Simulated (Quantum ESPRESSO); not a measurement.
## Ir3HfAlWRe2 (one run as intended and one with a planted mistake)

Computed values, not a measurement. The program is pw.x of Quantum ESPRESSO 7.5 (plane-wave density functional theory). The cell is made up: eight metal atoms on a face-centred cubic lattice, with elements, volume, strain and displacements drawn at random and not relaxed, so it may be unstable or far from any real phase. PseudoDojo standard norm-conserving files set the functional (PBE unless stated); there is no spin polarisation or spin-orbit coupling, the Fermi-Dirac width of 0.25 eV means electrons at about 2900 K, and the masses in the input are unused placeholders. Heavy elements are run without spin-orbit coupling, which real alloys of them have. A spin test at this wide smearing found no moment, but such smearing suppresses magnetism that the real alloy may have.

Intended input:

```
&control calculation='scf', pseudo_dir='./dojo.nc.sr.pbe.v0_5.standard.upf', outdir='./o', disk_io='minimal', tprnfor=.true., tstress=.true. /
&system ibrav=0, nat=8, ntyp=5, nbnd=72, ecutwfc=75.99759826, nosym=.true., tot_charge=0,
 occupations='smearing', smearing='fd', degauss=0.0183746611
/
&electrons conv_thr=1.470e-08, electron_maxstep=70, mixing_beta=0.5 /
ATOMIC_SPECIES
Al 1.0 Al.upf
Hf 1.0 Hf.upf
Ir 1.0 Ir.upf
Re 1.0 Re.upf
W 1.0 W.upf
CELL_PARAMETERS angstrom
-0.0368 1.9418 1.9898
-3.9181 1.9779 -1.9523
-4.0025 -5.871 6.0885
ATOMIC_POSITIONS angstrom
Ir 0.0867 0.0059 0.1352
Hf -3.8012 -3.8696 4.0469
Al -3.9683 -1.9329 2.2769
W -3.9018 0.0067 -0.0646
Re -2.0741 -1.9652 3.9371
Re -2.1623 -0.0128 1.9448
Ir -1.9233 2.0664 -0.0122
Ir -6.0455 -1.9569 4.1019
K_POINTS automatic
8 5 3 1 1 1
```

The log is shortened where brackets say so; the opening notice, blank lines, dates and the lines on written files are dropped, and the path of the files is cut. It prints rydbergs, bohrs and kilobars, and counts compression as positive stress. Its total energy is the free energy E - TS of the whole cell.

Log of the intended run:

```
     Program PWSCF v.7.5
     Parallel version (MPI & OpenMP), running on       4 processor cores
     Number of MPI processes:                 4
     Threads/MPI process:                     1
     [start-up lines left out]
     bravais-lattice index     =            0
     lattice parameter (alat)  =       5.2544  a.u.
     unit-cell volume          =     830.0342 (a.u.)^3
     number of atoms/cell      =            8
     number of atomic types    =            5
     number of electrons       =       110.00
     number of Kohn-Sham states=           72
     kinetic-energy cutoff     =      75.9976  Ry
     charge density cutoff     =     303.9904  Ry
     scf convergence threshold =      1.5E-08
     mixing beta               =       0.5000
     number of iterations used =            8  plain     mixing
     Exchange-correlation= PBE
                           (   1   4   3   4   0   0   0)
     [axes and pseudopotential details left out]
   Cartesian axes
     site n.     atom                  positions (alat units)
         1        Ir     tau(   1) = (   0.0311813   0.0021219   0.0486241  )
         2        Hf     tau(   2) = (  -1.3670865  -1.3916863   1.4554515  )
         3        Al     tau(   3) = (  -1.4271833  -0.6951598   0.8188780  )
         4        W      tau(   4) = (  -1.4032669   0.0024096  -0.0232331  )
         5        Re     tau(   5) = (  -0.7459418  -0.7067764   1.4159624  )
         6        Re     tau(   6) = (  -0.7776626  -0.0046035   0.6994396  )
         7        Ir     tau(   7) = (  -0.6917072   0.7431726  -0.0043877  )
         8        Ir     tau(   8) = (  -2.1742401  -0.7037913   1.4752320  )
     number of k points=    60  Fermi-Dirac smearing, width (Ry)=  0.0184
                       cart. coord. in units 2pi/alat
        k(    1) = (  -0.0814263   0.0325981   0.0540188), wk =   0.0333333
        k(    2) = (   0.0350192   0.1511757  -0.0595449), wk =   0.0333333
     [further k points left out]
     Dense  grid:    74299 G-vectors     FFT dimensions: (  30,  54, 100)
     Estimated max dynamical RAM per process >     307.42 MB
     Estimated total dynamical RAM >       1.15 GB
     Initial potential from superposition of free atoms
     starting charge     109.9941, renormalised to     110.0000
     Starting wfcs are   74 randomized atomic wfcs
     total cpu time spent up to now is        4.9 secs
     per-process dynamical memory:   246.0 Mb
     Self-consistent Calculation
     iteration #  1     ecut=    76.00 Ry     beta= 0.50
     Davidson diagonalization with overlap
     ethr =  1.00E-02,  avg # of iterations =  4.3
     total cpu time spent up to now is       17.3 secs
     total energy              =   -1306.51418847 Ry
     estimated scf accuracy    <       1.37156409 Ry
     iteration #  2     ecut=    76.00 Ry     beta= 0.50
     Davidson diagonalization with overlap
     ethr =  1.25E-03,  avg # of iterations =  5.6
     total cpu time spent up to now is       31.3 secs
     total energy              =   -1303.50083190 Ry
     estimated scf accuracy    <      86.13353265 Ry
     [iterations 3 to 16 left out]
     iteration # 17     ecut=    76.00 Ry     beta= 0.50
     Davidson diagonalization with overlap
     ethr =  8.35E-11,  avg # of iterations =  3.0
     total cpu time spent up to now is      185.8 secs
     total energy              =   -1307.35875341 Ry
     estimated scf accuracy    <       0.00000004 Ry
     iteration # 18     ecut=    76.00 Ry     beta= 0.50
     Davidson diagonalization with overlap
     ethr =  3.61E-11,  avg # of iterations =  2.0
     total cpu time spent up to now is      195.4 secs
     End of self-consistent calculation
     [lines on levels left out]
!    total energy              =   -1307.35875341 Ry
     estimated scf accuracy    <          3.1E-09 Ry
     smearing contrib. (-TS)   =      -0.09988144 Ry
     internal energy E=F+TS    =   -1307.25887197 Ry
     The total energy is F=E-TS. E is the sum of the following terms:
     one-electron contribution =    -352.92472011 Ry
     hartree contribution      =     240.97867683 Ry
     xc contribution           =    -264.55368647 Ry
     ewald contribution        =    -930.75914223 Ry
     convergence has been achieved in  18 iterations
     Forces acting on atoms (cartesian axes, Ry/au):
     atom    1 type  3   force =    -0.07664603   -0.01196210   -0.02590143
     atom    2 type  2   force =    -0.09651694   -0.05753728    0.04345966
     atom    3 type  1   force =    -0.05637683    0.03819378   -0.07771063
     atom    4 type  5   force =    -0.03826440    0.01296159   -0.00022843
     atom    5 type  4   force =     0.11372156    0.04750184   -0.00371030
     atom    6 type  4   force =     0.08339330    0.01034092    0.00311946
     atom    7 type  3   force =     0.00155987   -0.04646817    0.04107363
     atom    8 type  3   force =     0.06912947    0.00696942    0.01989806
     Total force =     0.254672     Total SCF correction =     0.000172
     Computing stress (Cartesian axis) and pressure
          total   stress  (Ry/bohr**3)                   (kbar)     P=       75.62
   0.00009413   0.00001164   0.00035774           13.85        1.71       52.63
   0.00001164   0.00082614   0.00002181            1.71      121.53        3.21
   0.00035774   0.00002181   0.00062196           52.63        3.21       91.49
     init_run     :      4.60s CPU      4.75s WALL (       1 calls)
     electrons    :    186.68s CPU    190.53s WALL (       1 calls)
     forces       :      2.34s CPU      2.37s WALL (       1 calls)
     stress       :      8.25s CPU      8.42s WALL (       1 calls)
     [timing details left out]
     PWSCF        :   3m22.05s CPU   3m26.29s WALL
     JOB DONE.
```

A second run has one planted mistake: one coordinate of one atom is wrong. The input lines that differ:

```
- Re -2.0741 -1.9652 3.9371
+ Re -2.1741 -1.9652 3.9371
```

Its log:

```
     Program PWSCF v.7.5
     Parallel version (MPI & OpenMP), running on       4 processor cores
     Number of MPI processes:                 4
     Threads/MPI process:                     1
     [start-up lines left out]
     bravais-lattice index     =            0
     lattice parameter (alat)  =       5.2544  a.u.
     unit-cell volume          =     830.0342 (a.u.)^3
     number of atoms/cell      =            8
     number of atomic types    =            5
     number of electrons       =       110.00
     number of Kohn-Sham states=           72
     kinetic-energy cutoff     =      75.9976  Ry
     charge density cutoff     =     303.9904  Ry
     scf convergence threshold =      1.5E-08
     mixing beta               =       0.5000
     number of iterations used =            8  plain     mixing
     Exchange-correlation= PBE
                           (   1   4   3   4   0   0   0)
     [axes and pseudopotential details left out]
   Cartesian axes
     site n.     atom                  positions (alat units)
         1        Ir     tau(   1) = (   0.0311813   0.0021219   0.0486241  )
         2        Hf     tau(   2) = (  -1.3670865  -1.3916863   1.4554515  )
         3        Al     tau(   3) = (  -1.4271833  -0.6951598   0.8188780  )
         4        W      tau(   4) = (  -1.4032669   0.0024096  -0.0232331  )
         5        Re     tau(   5) = (  -0.7819064  -0.7067764   1.4159624  )
         6        Re     tau(   6) = (  -0.7776626  -0.0046035   0.6994396  )
         7        Ir     tau(   7) = (  -0.6917072   0.7431726  -0.0043877  )
         8        Ir     tau(   8) = (  -2.1742401  -0.7037913   1.4752320  )
     number of k points=    60  Fermi-Dirac smearing, width (Ry)=  0.0184
                       cart. coord. in units 2pi/alat
        k(    1) = (  -0.0814263   0.0325981   0.0540188), wk =   0.0333333
        k(    2) = (   0.0350192   0.1511757  -0.0595449), wk =   0.0333333
     [further k points left out]
     Dense  grid:    74299 G-vectors     FFT dimensions: (  30,  54, 100)
     Estimated max dynamical RAM per process >     307.42 MB
     Estimated total dynamical RAM >       1.15 GB
     Initial potential from superposition of free atoms
     starting charge     109.9941, renormalised to     110.0000
     Starting wfcs are   74 randomized atomic wfcs
     total cpu time spent up to now is        4.9 secs
     per-process dynamical memory:   246.0 Mb
     Self-consistent Calculation
     iteration #  1     ecut=    76.00 Ry     beta= 0.50
     Davidson diagonalization with overlap
     ethr =  1.00E-02,  avg # of iterations =  4.3
     total cpu time spent up to now is       17.5 secs
     total energy              =   -1306.27808417 Ry
     estimated scf accuracy    <       1.68980908 Ry
     iteration #  2     ecut=    76.00 Ry     beta= 0.50
     Davidson diagonalization with overlap
     ethr =  1.54E-03,  avg # of iterations =  5.3
     total cpu time spent up to now is       31.6 secs
     total energy              =   -1302.75795803 Ry
     estimated scf accuracy    <     103.45709863 Ry
     [iterations 3 to 15 left out]
     iteration # 16     ecut=    76.00 Ry     beta= 0.50
     Davidson diagonalization with overlap
     ethr =  3.32E-09,  avg # of iterations =  1.0
     total cpu time spent up to now is      177.0 secs
     total energy              =   -1307.33224389 Ry
     estimated scf accuracy    <       0.00000052 Ry
     iteration # 17     ecut=    76.00 Ry     beta= 0.50
     Davidson diagonalization with overlap
     ethr =  4.70E-10,  avg # of iterations =  1.1
     total cpu time spent up to now is      186.1 secs
     End of self-consistent calculation
     [lines on levels left out]
!    total energy              =   -1307.33224393 Ry
     estimated scf accuracy    <       0.00000001 Ry
     smearing contrib. (-TS)   =      -0.09980789 Ry
     internal energy E=F+TS    =   -1307.23243604 Ry
     The total energy is F=E-TS. E is the sum of the following terms:
     one-electron contribution =    -354.16961584 Ry
     hartree contribution      =     241.60530250 Ry
     xc contribution           =    -264.59146772 Ry
     ewald contribution        =    -930.07665498 Ry
     convergence has been achieved in  17 iterations
     Forces acting on atoms (cartesian axes, Ry/au):
     atom    1 type  3   force =    -0.07786976   -0.01382020   -0.02374732
     atom    2 type  2   force =    -0.11687986   -0.07155514    0.05277168
     atom    3 type  1   force =    -0.08069814    0.04691565   -0.09401365
     atom    4 type  5   force =    -0.04391367    0.01068189    0.00347425
     atom    5 type  4   force =     0.16746715    0.06144412   -0.00521466
     atom    6 type  4   force =     0.08412596    0.00858032    0.00393015
     atom    7 type  3   force =    -0.00162440   -0.04844170    0.04299141
     atom    8 type  3   force =     0.06939273    0.00619507    0.01980814
     Total force =     0.310562     Total SCF correction =     0.000707
     Computing stress (Cartesian axis) and pressure
          total   stress  (Ry/bohr**3)                   (kbar)     P=       89.15
   0.00019987   0.00003109   0.00039326           29.40        4.57       57.85
   0.00003109   0.00089479   0.00003582            4.57      131.63        5.27
   0.00039326   0.00003582   0.00072337           57.85        5.27      106.41
     init_run     :      4.59s CPU      4.75s WALL (       1 calls)
     electrons    :    177.67s CPU    181.20s WALL (       1 calls)
     forces       :      2.35s CPU      2.36s WALL (       1 calls)
     stress       :      8.17s CPU      8.32s WALL (       1 calls)
     [timing details left out]
     PWSCF        :   3m12.91s CPU   3m16.80s WALL
     JOB DONE.
```

|  | intended run | run with the mistake |
| --- | --- | --- |
| free energy (eV) | -17787.522 | -17787.161 |
| entropy term -TS, part of it (eV) | -1.359 | -1.358 |
| pressure (GPa) | 7.56 | 8.91 |
| size of the largest force component (eV/Å) | 2.924 | 4.306 |
| largest change of a force component (eV/Å) |  | 1.382 |
| iterations | 18 | 17 |

For scale, a rerun of the intended cell at a higher cutoff and on a denser mesh moved values by no more than 0.004 eV in energy, 0.07 GPa in stress and 0.016 eV/Å in force, and a second program with other atomic files agreed on that cell to 2 % rms in force and 0.5 GPa in pressure.